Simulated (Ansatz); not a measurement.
SiO$_{2}$:
```cif
data_O4Si2
_chemical_formula_sum 'Si2 O4'
_space_group_name_H-M_alt 'P 1'
_space_group_IT_number 1
_cell_length_a 5.05998
_cell_length_b 5.05998
_cell_length_c 5.05998
_cell_angle_alpha 121.485
_cell_angle_beta 121.485
_cell_angle_gamma 87.447
loop_
_space_group_symop_operation_xyz
  'x, y, z'
loop_
_atom_site_label
_atom_site_type_symbol
_atom_site_fract_x
_atom_site_fract_y
_atom_site_fract_z
_atom_site_occupancy
Si1 Si 0.00000 0.00000 0.00000 1
Si2 Si 0.75000 0.25000 0.50000 1
O1 O 0.37500 0.22318 0.34818 1
O2 O 0.77682 0.12500 0.15182 1
O3 O 0.87500 0.02682 0.65182 1
O4 O 0.97318 0.62500 0.84818 1
```

Relaxed with r²SCAN. DFT-r²SCAN in the program Ansatz with PAW potentials gives a gap of 6.56 eV.

Problem. What gap does HSE06 give on the same cell (Ansatz, PAW)?

Solution. 7.72 eV, 1.16 eV more. The hybrid was solved on a coarser mesh and at special points; its gap is the smallest among all of these.

Cost on shared cores: the r²SCAN run (SCF on a 8×8×8 mesh, then bands and DOS) roughly 100 core-seconds, the HSE06 run (SCF on 5×5×5, then a few points) very roughly 80 core-seconds; the tasks are unlike.

Space group I-42d. The workflow started from a Materials Project entry (that database holds measured and hypothetical structures alike); the Crystallography Open Database copy checked does not list it. It is not the phase usual at ambient conditions (space group No. 92, 152, 154). The cell was relaxed with r²SCAN under the symmetry of its start; its stability against distortions is not shown here.

Potentials: the later of the program's two PAW sets.
